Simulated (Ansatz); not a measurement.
**Bi2S3: 209Bi nuclear quadrupole resonance**

Cell: an entry of the Crystallography Open Database (COD) (listed for 1.0 GPa), ions relaxed with PBE at fixed cell.

```cif
data_structure
_symmetry_space_group_name_H-M 'P 1'
_symmetry_Int_Tables_number 1
_cell_length_a 11.1360
_cell_length_b 3.9574
_cell_length_c 11.0350
_cell_angle_alpha 90.000
_cell_angle_beta 90.000
_cell_angle_gamma 90.000
_cell_volume 486.31
loop_
_atom_site_label
_atom_site_type_symbol
_atom_site_fract_x
_atom_site_fract_y
_atom_site_fract_z
_atom_site_occupancy
Bi1 Bi 0.00674 0.25000 0.67531 1
Bi2 Bi 0.49326 0.75000 0.17531 1
Bi3 Bi 0.50674 0.25000 0.82469 1
Bi4 Bi 0.99326 0.75000 0.32469 1
Bi5 Bi 0.33381 0.25000 0.46857 1
Bi6 Bi 0.16619 0.75000 0.96857 1
Bi7 Bi 0.83381 0.25000 0.03143 1
Bi8 Bi 0.66619 0.75000 0.53143 1
S9 S 0.05027 0.25000 0.12972 1
S10 S 0.44973 0.75000 0.62972 1
S11 S 0.55027 0.25000 0.37028 1
S12 S 0.94973 0.75000 0.87028 1
S13 S 0.37711 0.25000 0.05664 1
S14 S 0.12289 0.75000 0.55664 1
S15 S 0.87711 0.25000 0.44336 1
S16 S 0.62289 0.75000 0.94336 1
S17 S 0.21849 0.25000 0.80486 1
S18 S 0.28151 0.75000 0.30486 1
S19 S 0.71849 0.25000 0.69514 1
S20 S 0.78151 0.75000 0.19514 1
```

Atom numbers follow the list; atoms alike are taken as one site, whose name carries the number of the first.

Computed with Ansatz: DFT, PBE, plane waves and PAW, scalar-relativistic, 420 eV cutoff, Γ-centred 3×7×3 k-points, Fermi–Dirac smearing 0.02 eV.

209Bi: I = 9/2, Q = -516.0 mb (year-2017 value). Static lattice, zero field.

(1) Predict the zero-field 209Bi lines of each site.

Answers

(1) For I = 9/2 and η = 0 the lines are |C_Q|/24 times 1, 2, 3 and 4; η shifts the lowest up most. At large η the states mix, and weaker lines appear at sums of the main ones; lines under 5 % of the strongest are left out.

| site | atoms | V_zz (10²¹ V/m²) | C_Q (MHz) | η | line frequencies (MHz) |
| --- | --- | --- | --- | --- | --- |
| Bi1 | 1, 2, 3, 4 | 4.26 | -53.1 | 0.75 | 4.61, 5.92, 6.58, 8.45, 10.5 |
| Bi5 | 5, 6, 7, 8 | -16.23 | 203 | 0.10 | 9.12, 16.7, 25.3, 33.7 |

Spin–orbit coupling is left out, which shifts gradients on Bi by a few per cent, and by more where contributions nearly cancel. Newer work puts Q(²⁰⁹Bi) near −420 mb, which would lower these couplings by about a fifth.

The relaxation (6 steps) took 3.8 min of wall time (7.5 min of CPU time) and 1.4 GiB at its peak, on 2 threads of Arm Neoverse V1 (aarch64; 28 cores open to the job, memory cap 5.0 GiB, no GPU), a shared host with a load of 0.9 a core.
